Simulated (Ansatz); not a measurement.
Electric field gradients in MgCu₃H₆Cl₂O₆

The cell is a COD entry whose atoms were relaxed with PBE, the cell held.

```cif
data_structure
_symmetry_space_group_name_H-M 'P 1'
_symmetry_Int_Tables_number 1
_cell_length_a 6.2733
_cell_length_b 6.2733
_cell_length_c 5.7472
_cell_angle_alpha 90.000
_cell_angle_beta 90.000
_cell_angle_gamma 120.000
_cell_volume 195.88
loop_
_atom_site_label
_atom_site_type_symbol
_atom_site_fract_x
_atom_site_fract_y
_atom_site_fract_z
_atom_site_occupancy
Mg1 Mg 0.00000 0.00000 0.00000 1
Cu2 Cu 0.50000 0.00000 0.00000 1
Cu3 Cu 0.00000 0.50000 0.00000 1
Cu4 Cu 0.50000 0.50000 0.00000 1
H5 H 0.20190 0.79810 0.32251 1
H6 H 0.20190 0.40380 0.32251 1
H7 H 0.59620 0.79810 0.32251 1
H8 H 0.79810 0.20190 0.67749 1
H9 H 0.40380 0.20190 0.67749 1
H10 H 0.79810 0.59620 0.67749 1
Cl11 Cl 0.66667 0.33333 0.38159 1
Cl12 Cl 0.33333 0.66667 0.61841 1
O13 O 0.64986 0.82493 0.15865 1
O14 O 0.17507 0.82493 0.15865 1
O15 O 0.17507 0.35014 0.15865 1
O16 O 0.82493 0.64986 0.84135 1
O17 O 0.82493 0.17507 0.84135 1
O18 O 0.35014 0.17507 0.84135 1
```

Sites (sets of like atoms) are named by element and the number of their first atom in this list.

All values are calculated (Ansatz; DFT, PBE, plane waves and PAW, scalar-relativistic, collinear spin, 420 eV cutoff, Γ-centred 4×4×4 k-points, Fermi–Dirac smearing 0.02 eV), not measured. Start moments as typed (μB): 0 1 1 -1 0 0 0 0 0 0 0 0 0 0 0 0 0 0 by atom.

C_Q = eQV_zz/h, which is 24.18 MHz for Q = 1 b and V_zz = 10²¹ V/m²; η = (V_xx − V_yy)/V_zz.

Mg-25: I = 5/2, Q = 199.4 mb; ⁶³Cu: I = 3/2, Q = -220.0 mb; ²H: I = 1, Q = 2.858 mb; 35Cl: I = 3/2, Q = -81.12 mb; ¹⁷O: I = 5/2, Q = -25.58 mb. Nuclear quadrupole moments: year-2017 set (Pyykkö).

Question: Give the quadrupolar parameters of the distinct sites.

Answer: 

```csv
site,atoms (order as listed),first shell,V_zz (10²¹ V/m²),η,C_Q (MHz)
Mg,1,6 O at 2.11 Å,1.28,0.01,6.16
Cu2,"2, 3","4 O at 1.99 Å, 2 Cl at 2.84 Å; also 4 Cu at 3.14 Å",-10.99,0.07,58.5
Cu4,4,"4 O at 1.99 Å, 2 Cl at 2.84 Å; also 4 Cu at 3.14 Å",-11.10,0.09,59.1
H5,"5, 8",1 O at 0.99 Å; also 1 Cl at 2.22 Å,3.54,0.00,0.245
H6,"6, 7, 9, 10",1 O at 0.99 Å; also 1 Cl at 2.22 Å,3.54,0.01,0.245
Cl,"11, 12",3 Cu at 2.84 Å; also 3 H at 2.22 Å,4.29,0.03,-8.41
O13,"13, 15, 16, 18","1 H at 0.99 Å, 2 Cu at 1.99 Å, 1 Mg at 2.11 Å",8.28,0.61,-5.12
O14,"14, 17","1 H at 0.99 Å, 2 Cu at 1.99 Å, 1 Mg at 2.11 Å",8.45,0.44,-5.23
```

At H5 and H6 V_zz points along its bond to O (within 1°) in each case. At O13 and O14 V_zz points along its shortest bond, to H (within 10°) in each case. At Cl V_zz stands upright on the plane through its three neighbours (within 1°).

The entry's hydrogen positions were far off; the other atoms hardly move on relaxation. The magnetic order is the one that the run reached from its start moments, not necessarily the measured one.

The run took 52 s of wall time (1.7 min of CPU time) and 0.94 GiB at its peak, on 2 threads of Arm Neoverse V2 (aarch64; 8 cores open to the job, memory cap 5.0 GiB, no GPU), a shared host with a load of 0.7 a core.
